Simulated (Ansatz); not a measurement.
RuW:
```
RuW
1.0
    2.78678     0.00000     0.00000
    0.00000     2.78678     0.00000
    0.00000     0.00000     3.79552
Ru W
1 1
Direct
  0.50000   0.50000   0.50000
  0.00000   0.00000   0.00000
```

Relaxed with r²SCAN. Special points in fractions of this cell's reciprocal vectors: Γ (0.000, 0.000, 0.000); X (0.000, 0.500, 0.000); M (0.500, 0.500, 0.000); Z (0.000, 0.000, 0.500); R (0.000, 0.500, 0.500); A (0.500, 0.500, 0.500).

Q: List the band energies nearest the Fermi level at these points for r²SCAN (plane waves, PAW; program Ansatz).

A: In eV from the Fermi level; about four levels below and three above (degenerate sets whole), none deeper than 8.9 eV; … stands for higher levels left out; points with the same levels are listed once.

```tsv
k	below	above
Γ	-5.62 -2.04 -2.04 -1.31	0.27 1.55 4.07
X	-2.42 -2.23 -1.21 -0.40	0.83 2.39 …
M	-6.33 -6.25 -5.56 -5.56	2.10 2.54 3.25 3.25
Z	-3.62 -1.17 -0.80 -0.80	0.36 0.59 …
R	-2.33 -2.20 -2.10 -1.03	0.78 0.81 2.25
A	-3.29 -3.29 -2.58 -2.58 -0.44	1.96 2.11 6.18
```

Space group P4/mmm (L1₀ or tetragonal B2). A made-up cell: these elements were put on the sites of a structure type; neither database checked (COD, Materials Project) lists it. Whether it is the stable phase at ambient conditions was not checked. The r²SCAN relaxation kept the symmetry of its start; its stability against distortions is not shown here. The run is not spin-polarised. Spin–orbit coupling is left out wherever it is not named.

Potentials: the earlier of the program's two PAW sets.
